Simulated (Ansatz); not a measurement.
Notes on BaTi₂Cr₂

```yaml
crystal:
  lattice:
    - [0.00000, 3.95709, 0.00000]
    - [3.95709, 0.00000, 0.00000]
    - [1.97855, 1.97855, -6.40123]
  atoms:
    - { symbol: Ba, position: [0.00000, 0.00000, 0.00000] }
    - { symbol: Ti, position: [0.35700, 0.35700, 0.28600] }
    - { symbol: Ti, position: [0.64300, 0.64300, 0.71400] }
    - { symbol: Cr, position: [0.75000, 0.25000, 0.50000] }
    - { symbol: Cr, position: [0.25000, 0.75000, 0.50000] }
```

The numbers come from plane-wave PAW DFT (Ansatz): LDA, no spin polarisation, 420 eV, 9×9×9 Γ-centred k points, fermi-dirac occupations (width 0.1 eV). Nothing was relaxed.

At the Fermi level: It is a metal, with about 9.3 states/eV a cell as the mean within 0.25 eV of the Fermi level, mostly Cr d (47 %) and Ti d (38 %).
Stress: The pressure is -3.0 GPa (compression positive), so with the atoms held at these fractions the cell would first shrink. The principal stresses -3.9, -3.9, -1.1 GPa differ, so its shape would change too.
Charges: Bader charges in e: Ba +0.62, Ti +0.18, Cr -0.48. In the mean Ba gives up most and Cr takes most.
Contacts: Ti–Cr at 2.41 Å: least valence density 0.40 e/Å³ and ELF 0.23 there. Cr–Cr at 2.80 Å: least valence density 0.28 e/Å³ and ELF 0.41 there. Ba–Ti at 3.34 Å: least valence density 0.11 e/Å³ and ELF 0.10 there. These are pseudo-fields; inside the PAW spheres they differ from the all-electron ones.
Forces: The largest is on Ti2 (and as large on other atoms): 0.11 eV/Å, components (0.00, 0.00, 0.11). It makes 125° with the line to a nearest neighbour, Cr4 at 2.41 Å.
Formation energy: 0.85 eV an atom against the elements' usual phases (free molecules for gases, crystals otherwise, with no correction for O₂ or N₂), so at this geometry it isn't bound against them. Relaxing would lower it.

Origin: a known structure type with other elements, at an estimated volume, so it need not be a known compound. Caveats: no spin polarisation, so a magnetic state may lie lower.
